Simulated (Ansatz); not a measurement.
Relaxed-ion elastic tensor of Ir (bcc (W type), space group No. 229) in GPa (Voigt order), r²SCAN (plane waves, PAW; program Ansatz); density 21.68 g/cm³, 14.72 Å³ per atom.

```
      1     2     3    4    5    6
-  ----  ----  ----  ---  ---  ---
1  -124   564   564  0.0  0.0  0.0
2   564  -124   564  0.0  0.0  0.0
3   564   564  -124  0.0  0.0  0.0
4   0.0   0.0   0.0  179  0.0  0.0
5   0.0   0.0   0.0  0.0  179  0.0
6   0.0   0.0   0.0  0.0  0.0  179
```

Is the crystal mechanically stable?

No: the smallest eigenvalue of C is -689 GPa.

Space group Im-3m (bcc (W type)). The start of the workflow was typed in or built on a structure type; neither database checked (COD, Materials Project) lists it. It is not the phase usual at ambient conditions (space group No. 225). The cell was relaxed with r²SCAN under the symmetry of its start. At this level the phase is mechanically unstable. No spin polarisation was allowed. As this level gives no gap, shear constants depend on the k-mesh and smearing (Fermi–Dirac, 0.1 eV here). Spin–orbit coupling is left out wherever it is not named.

Potentials: the earlier of the program's two PAW sets.
